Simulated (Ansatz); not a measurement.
## H₄NClO, one structure, two calculations

Cell: a measured structure from the Crystallography Open Database (COD), ions relaxed with PBE at fixed cell.

```cif
data_H4NClO
_symmetry_space_group_name_H-M 'P2_1/c'
_symmetry_Int_Tables_number 14
_cell_length_a 6.8955
_cell_length_b 5.9218
_cell_length_c 7.6737
_cell_angle_alpha 90.000
_cell_angle_beta 120.944
_cell_angle_gamma 90.000
loop_
_atom_site_label
_atom_site_type_symbol
_atom_site_symmetry_multiplicity
_atom_site_Wyckoff_symbol
_atom_site_fract_x
_atom_site_fract_y
_atom_site_fract_z
H1 H 4 e 0.7829 0.0271 0.1410
H5 H 4 e 0.9184 0.1735 0.3676
H9 H 4 e 0.7411 0.4853 0.1875
H13 H 4 e 0.6263 0.1499 0.2297
N N 4 e 0.7737 0.1642 0.2231
Cl Cl 4 e 0.2594 0.1866 0.1017
O O 4 e 0.7605 0.3581 0.1104
```

One atom of each set is listed.

First run. Computed with Ansatz: DFT, PBE, plane waves and PAW, scalar-relativistic, 420 eV cutoff, Γ-centred 5×5×5 k-points, Fermi–Dirac smearing 0.05 eV.

```
site  V_zz (10²¹ V/m²)     η
  H1              2.42  0.06
  H5              2.62  0.07
  H9              2.73  0.25
 H13              2.53  0.06
   N              8.07  0.09
  Cl             -2.07  0.86
   O              25.3  0.79
```

Second run. The same atoms and settings, except that the functional is r2SCAN and the cutoff is 500 eV.

Question: Given the first result, estimate the second.

Answer: 

```tsv
site	V_zz	η	change of V_zz
H1	2.34	0.07	-0.08
H5	2.54	0.08	-0.08
H9	2.63	0.27	-0.10
H13	2.45	0.07	-0.08
N	8.32	0.09	+0.25
Cl	-1.87	0.83	+0.20
O	26.0	0.80	+0.62
```

The largest change of V_zz is on O, from 25.3 to 26.0. In per cent, |V_zz| changes by -4 to -3 on H, +3 on N, -10 on Cl, +2 on O (all sites that start above 0.5).

The lattice is static: at room temperature NH₃ may turn and average the couplings of its hydrogen. The entry's hydrogen positions were far off; the other atoms hardly move on relaxation.
For the second run: The largest force is 0.4 eV/Å, so the atoms aren't at the calculated equilibrium and relaxing them would move these values.
